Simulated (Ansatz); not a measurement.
Question: Name crystals whose computed values (plane-wave PAW PBEsol (Ansatz code)) fall in these windows: Θ_D (K) 510 to 660; B₀ by P(V) fit (GPa) 160 to 200.

Answer: 

| crystal | Θ_D (K) | B₀ by P(V) fit (GPa) |
|---|---|---|
| SiNi, Pnma (Ni on 4c, Si on 4c) | 552 | 180 |
| AlNi, CsCl type | 529 | 173 |
| AlCo, CsCl type | 640 | 194 |
| BaTiO3, cubic perovskite | 617 | 180 |
| CoSi2, fluorite or antifluorite type | 548 | 194 |
Others may fit too.

Not the usual ambient phase: BaTiO3, cubic perovskite. Began spin-polarised and lost the moments: SiNi, Pnma (Ni on 4c, Si on 4c); AlNi, CsCl type; AlCo, CsCl type; CoSi2, fluorite or antifluorite type. All cells were relaxed under the symmetry of their starts (and spin orders); stability against distortions was not tested throughout. Rows with no word on spin ran without spin polarisation. Spin–orbit coupling is left out wherever it is not named.

Potentials: the later of the program's two PAW sets.
